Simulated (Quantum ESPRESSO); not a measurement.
# Planted mistakes on one cell of GaMg2S3Cl

Calculated results; nothing here was measured. They come from pw.x of Quantum ESPRESSO 7.5, a plane-wave density functional program, with PseudoDojo standard norm-conserving files (v0.5 for PBE, v0.4.1 for LDA and PBEsol). The cells are made up: elements, strain and atom displacements were drawn at random, and nothing was relaxed. There is no spin polarisation, spin-orbit coupling or dispersion term.

The cell has 8 sites of a zincblende or diamond lattice. Sites 1 to 4 hold empty Ga Mg Mg; sites 5 to 8 hold S Cl S S. Cell vectors in Å: (5.312, 0.003, -0.022); (0.003, 5.490, 0.072); (-0.022, 0.072, 5.350). Settings: PBE, cutoff 1143 eV, 4 x 4 x 4 k mesh shifted by half a step, Fermi-Dirac smearing of 0.025 eV.

The intended run has a self-consistency threshold of 1e-07 eV, a smearing term of 0.000 eV, a pressure of 5.19 GPa and 9 iterations. Each further run changes one thing: all lengths scaled by 0.9897; atoms of sites 5 and 6 exchanged; cutoff 697 eV; files of PBEsol; k mesh 2 x 2 x 2; one electron removed; smearing 0.46 eV; threshold 0.4 eV. A coarse mesh keeps the shift, and a charged cell sits in a uniform background.

| run | change of free energy (eV) | smearing term -TS (eV) | change of P (GPa) | largest change of a force component (eV/Å) | iterations |
| --- | --- | --- | --- | --- | --- |
| A | 0.090 | 0.000 | -0.01 | 2.530 | 9 |
| B | 0.078 | 0.000 | 0.18 | 0.037 | 9 |
| C | 0.075 | 0.000 | -0.36 | 1.611 | 3 |
| D | -4.175 | -0.012 | -10.07 | 0.576 | 11 |
| E | 8.256 | 0.000 | -2.06 | 0.093 | 9 |
| F | 10.617 | 0.000 | -69.56 | 0.034 | 9 |
| G | 0.190 | 0.000 | 2.37 | 0.150 | 9 |
| H | -0.115 | -0.463 | 0.51 | 0.120 | 10 |

A rerun of the intended cell at 1437 eV and k mesh 6 x 6 x 6 moved values by no more than 0.002 eV in the cell's energy, 0.02 GPa in stress and 0.004 eV/Å in force.

Question: which change belongs to which run?

## Worked reading

Run C has the fewest iterations, as a run stopped early does. Run H has the largest smearing term, as wide smearing gives. Run F has a higher energy and the largest fall in pressure, as too small a basis gives. Run G changes the volume by a factor of 0.9694; minus its pressure change over the logarithm of that factor, 76 GPa, is a rough bulk modulus with clamped atoms. Energies from files of another functional, or of a charged cell, have another zero and say nothing on stability; the pressure of a charged cell rests on the program's zero of potential too.

## Key

| run | change |
| --- | --- |
| A | atoms of sites 5 and 6 exchanged |
| B | k mesh 2 x 2 x 2 |
| C | threshold 0.4 eV |
| D | one electron removed |
| E | files of PBEsol |
| F | cutoff 697 eV |
| G | all lengths scaled by 0.9897 |
| H | smearing 0.46 eV |